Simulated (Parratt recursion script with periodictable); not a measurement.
**Sharing the period between Si and Y in a mirror for 13.5 nm**

```
layer, from the top  thickness (Å)  density (g/cm³)  rms roughness of its top face (Å)  δ at 13.5 nm  β at 13.5 nm
-------------------  -------------  ---------------  ---------------------------------  ------------  ------------
Si (in each period)         varied            2.313                                  2  9.927 × 10⁻⁴      0.001813
Y (in each period)          varied            4.371                                  2       0.02576      0.002238
Si (substrate)                   –            2.313                                  2  9.927 × 10⁻⁴      0.001813
```

The refractive index is n = 1 − δ + iβ; the runs take δ and β at each wavelength of the scan. Vacuum lies above.

Densities are inputs, not measurements. They were set from computed cells of the Materials Project: Si from entry mp-149 (Fd-3m, 2.313 g/cm³); Y from entry mp-112 (P6₃/mmc, 4.371 g/cm³). A layer's crystal structure does not enter its constants, only its composition and density.

Simulated, not measured: EUV and soft X-ray reflectivity, Parratt recursion, Névot-Croce roughness, Henke tables (Parratt recursion script with periodictable 1.7.1).

Light falls at α = 10° from the surface normal. It is s-polarised. The wavelength is scanned from 12.42 to 14.58 nm in 161 evenly spaced points, without smoothing. The peak is the highest scan point; its wavelength and height come from a parabola through R at that point and its two neighbours.

The pair is repeated 100 times. The runs differ in the two thicknesses alone; Γ is the share of Y in the period D.

```
Si (Å)  Y (Å)     Γ  peak λ (nm)  peak R (%)
------  -----  ----  -----------  ----------
56.8     14.2  0.20       13.873        38.3
49.7     21.3  0.30       13.842        50.9
35.5     35.5  0.50            ?           ?
28.4     42.6  0.60       13.744        55.6
```

### Question
Estimate the peak wavelength and height at Γ = 0.50.

### Answer
Wavelength: with δ̄ the thickness-weighted δ at 13.5 nm and α the angle from the normal (sin²α = 0.0302), λ ≈ 2D[(1 − δ̄)² − sin²α]^½.

| Γ | D (Å) | δ̄ | λ by hand (nm) | run minus hand (nm) |
|---|---|---|---|---|
| 0.30 | 71 | 0.0084 | 13.863 | −0.021 |
| 0.50 | 71 | 0.0134 | 13.791 | to find |
| 0.60 | 71 | 0.0159 | 13.755 | −0.011 |

The difference, interpolated in Γ, is −0.014 nm, so λ ≈ 13.791 − 0.014 = 13.777 nm.

Height: the parabola through the rows at Γ = 0.20, 0.30, 0.60 has weights −0.500, 1.000, 0.500 at Γ = 0.50, which give 59.6 %.

The run gave 13.778 nm and 57.7 %, so the estimates miss by 0.001 nm and 1.9 points. Of these 4 runs, Γ = 0.50 has the highest peak.
